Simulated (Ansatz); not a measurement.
AlGaP$_{2}$:
```xyz
4
Lattice="3.8597 0.0000 0.0000 0.0000 3.8597 0.0000 0.0000 0.0000 5.4507" Properties=species:S:1:pos:R:3 pbc="T T T"
Al     1.9299     1.9299     2.7253
Ga     0.0000     0.0000     0.0000
P      0.0000     1.9299     1.3611
P      1.9299     0.0000     4.0896
```

Relaxed with PBEsol. Independent-particle spectrum: no excitons, no local fields, no scissors shift; 0.1 eV broadening; ε₁ of the summed bands alone.

Problem. Tabulate the dielectric function from the program Ansatz at the PBEsol level (PAW).

Solution. 

| E (eV) | ε₁ xx | ε₂ xx | ε₁ zz | ε₂ zz |
|---|---|---|---|---|
| 0.0 | 10.09 | 0.00 | 10.12 | 0.00 |
| 0.4 | 10.17 | 0.00 | 10.20 | 0.00 |
| 0.8 | 10.43 | 0.00 | 10.45 | 0.00 |
| 1.2 | 10.90 | 0.00 | 10.93 | 0.00 |
| 1.6 | 11.76 | 0.09 | 11.80 | 0.07 |
| 2.0 | 12.74 | 0.42 | 12.87 | 0.44 |
| 2.4 | 14.59 | 0.48 | 14.76 | 0.57 |
| 2.8 | 18.66 | 2.84 | 18.69 | 3.08 |
| 3.2 | 18.69 | 7.96 | 18.44 | 8.21 |
| 3.6 | 19.41 | 9.59 | 19.20 | 9.72 |
| 4.0 | 25.73 | 25.75 | 25.20 | 27.42 |
| 4.4 | -3.57 | 28.73 | -3.75 | 25.18 |
| 4.8 | -6.29 | 18.71 | -5.23 | 20.04 |
| 5.2 | -3.87 | 13.16 | -4.44 | 13.61 |
| 5.6 | -6.76 | 14.23 | -6.49 | 14.52 |
| 6.0 | -7.11 | 9.26 | -7.16 | 9.07 |
| 6.4 | -6.46 | 7.02 | -6.40 | 6.99 |
| 6.8 | -5.70 | 5.24 | -5.76 | 5.15 |
| 7.2 | -4.92 | 4.22 | -4.87 | 4.03 |
| 7.6 | -4.30 | 3.31 | -4.09 | 3.29 |
| 8.0 | -3.69 | 2.99 | -3.69 | 3.06 |
| 8.4 | -3.44 | 2.44 | -3.38 | 2.47 |
| 8.8 | -3.02 | 1.96 | -3.06 | 1.96 |
| 9.2 | -2.60 | 1.82 | -2.48 | 1.79 |
| 9.6 | -2.45 | 1.61 | -2.44 | 1.59 |
| 10.0 | -2.26 | 1.29 | -2.19 | 1.37 |
| 10.4 | -1.98 | 1.02 | -1.98 | 1.05 |
| 10.8 | -1.77 | 0.84 | -1.75 | 0.89 |
| 11.2 | -1.51 | 0.68 | -1.54 | 0.71 |
| 11.6 | -1.28 | 0.55 | -1.26 | 0.58 |
| 12.0 | -1.05 | 0.53 | -1.10 | 0.57 |

Problem. From ε at 3.0 eV (xx: 19.30 + 6.44i), find n, k, the normal reflectivity and the absorption coefficient.

Solution. n = 4.45, k = 0.723, R = 41 %, α = 2kE/ħc = 220000 cm⁻¹.

With all bands, ε∞ without local fields is 10.1 (xx = yy), 10.2 (zz). DFPT, with local fields, gives 9.45 (xx = yy), 9.45 (zz).

Space group P-4m2. The first step of the workflow began from a Materials Project structure, measured or hypothetical; the Crystallography Open Database copy checked does not list it. With Al and Ga taken as one species the cell has the higher symmetry F-43m, so it may be an ordered model of a mixed-site phase. Its standing as an ambient phase is unchecked. The PBEsol relaxation kept the symmetry of its start; whether a distortion lowers the energy is not shown. Scalar-relativistic: spin–orbit coupling is off unless named, which matters more the heavier the elements.

Potentials: the later of the program's two PAW sets.
